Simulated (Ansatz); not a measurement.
BN, one structure, two calculations

Cell: a structure deposited in the COD, whose atoms a relaxation with PBE at fixed cell left in place.

```cif
data_structure
_symmetry_space_group_name_H-M 'P 1'
_symmetry_Int_Tables_number 1
_cell_length_a 2.5400
_cell_length_b 2.5400
_cell_length_c 6.5980
_cell_angle_alpha 90.000
_cell_angle_beta 90.000
_cell_angle_gamma 120.000
_cell_volume 36.86
loop_
_atom_site_label
_atom_site_type_symbol
_atom_site_fract_x
_atom_site_fract_y
_atom_site_fract_z
_atom_site_occupancy
B1 B 0.33333 0.66667 0.25000 1
B2 B 0.66667 0.33333 0.75000 1
N3 N 0.33333 0.66667 0.75000 1
N4 N 0.66667 0.33333 0.25000 1
```

Atoms are numbered from 1 in the order listed; like atoms form one site, named after its first atom.

First run. Method: Kohn–Sham DFT in Ansatz, PBE, plane waves and PAW, scalar-relativistic, 420 eV cutoff, Γ-centred 13×13×5 k-points, Fermi–Dirac smearing 0.02 eV.

```json
{"site": "B", "atom": "1", "V_zz (10²¹ V/m²)": "2.74", "η": "0.00"}
{"site": "N", "atom": "3", "V_zz (10²¹ V/m²)": "-0.78", "η": "0.00"}
```

Second run. The same atoms and settings, except that the functional is r2SCAN and the cutoff is 500 eV.

**Question.** Given the first result, estimate the second.

**Answer.** 

```csv
site,atom,V_zz,η,change of V_zz
B,1,2.87,0.00,+0.13
N,3,-0.86,0.00,-0.08
```

The largest change of V_zz is on B, from 2.74 to 2.87. In per cent, |V_zz| changes by +5 on B, +10 on N (all sites that start above 0.5).

For the first run: At this cell the PBE pressure is -6 GPa (principal stresses up to 11 GPa in size), so it isn't the equilibrium cell of PBE. The entry's cell may itself be off.
For the second run: At this cell the r2SCAN pressure is -10 GPa (principal stresses up to 16 GPa in size), so it isn't the equilibrium cell of r2SCAN. The entry's cell may itself be off.
